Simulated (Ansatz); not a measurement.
Consider the following.

Si:
```cif
data_Si34
_chemical_formula_sum 'Si34'
_space_group_name_H-M_alt 'P 1'
_space_group_IT_number 1
_cell_length_a 10.34092
_cell_length_b 10.34092
_cell_length_c 10.34092
_cell_angle_alpha 60.000
_cell_angle_beta 60.000
_cell_angle_gamma 60.000
loop_
_space_group_symop_operation_xyz
  'x, y, z'
loop_
_atom_site_label
_atom_site_type_symbol
_atom_site_fract_x
_atom_site_fract_y
_atom_site_fract_z
_atom_site_occupancy
Si1 Si 0.50000 0.50000 0.50000 1
Si2 Si 0.75000 0.75000 0.75000 1
Si3 Si 0.39136 0.39136 0.39136 1
Si4 Si 0.42407 0.85864 0.85864 1
Si5 Si 0.39136 0.39136 0.82593 1
Si6 Si 0.85864 0.42407 0.85864 1
Si7 Si 0.82593 0.39136 0.39136 1
Si8 Si 0.85864 0.85864 0.85864 1
Si9 Si 0.39136 0.82593 0.39136 1
Si10 Si 0.85864 0.85864 0.42407 1
Si11 Si 0.36415 0.75283 0.75283 1
Si12 Si 0.11981 0.49717 0.88585 1
Si13 Si 0.75283 0.36415 0.13019 1
Si14 Si 0.49717 0.11981 0.49717 1
Si15 Si 0.13019 0.75283 0.75283 1
Si16 Si 0.49717 0.88585 0.49717 1
Si17 Si 0.75283 0.13019 0.36415 1
Si18 Si 0.88585 0.49717 0.11981 1
Si19 Si 0.75283 0.36415 0.75283 1
Si20 Si 0.88585 0.11981 0.49717 1
Si21 Si 0.13019 0.75283 0.36415 1
Si22 Si 0.49717 0.49717 0.11981 1
Si23 Si 0.75283 0.13019 0.75283 1
Si24 Si 0.49717 0.49717 0.88585 1
Si25 Si 0.36415 0.75283 0.13019 1
Si26 Si 0.11981 0.88585 0.49717 1
Si27 Si 0.75283 0.75283 0.36415 1
Si28 Si 0.49717 0.88585 0.11981 1
Si29 Si 0.36415 0.13019 0.75283 1
Si30 Si 0.11981 0.49717 0.49717 1
Si31 Si 0.75283 0.75283 0.13019 1
Si32 Si 0.88585 0.49717 0.49717 1
Si33 Si 0.13019 0.36415 0.75283 1
Si34 Si 0.49717 0.11981 0.88585 1
```

This is the PBEsol-relaxed structure.

Task: All from plane-wave PAW PBEsol (Ansatz code), unless another level is named. Estimate the Debye temperature from the elastic constants.

Result: 493 K.

Task: And the elastic constants (relaxed ions, GPa)?

Result: C11 = 107, C12 = 45.2, C44 = 40.6.

Space group Fd-3m. The workflow started from a Materials Project entry (that database holds measured and hypothetical structures alike). Its sites differ from those of the usual phase in this space group: another stacking or structure type. Symmetry was held in the PBEsol relaxation; whether a distortion lowers the energy is not shown.

Potentials: the later of the program's two PAW sets.
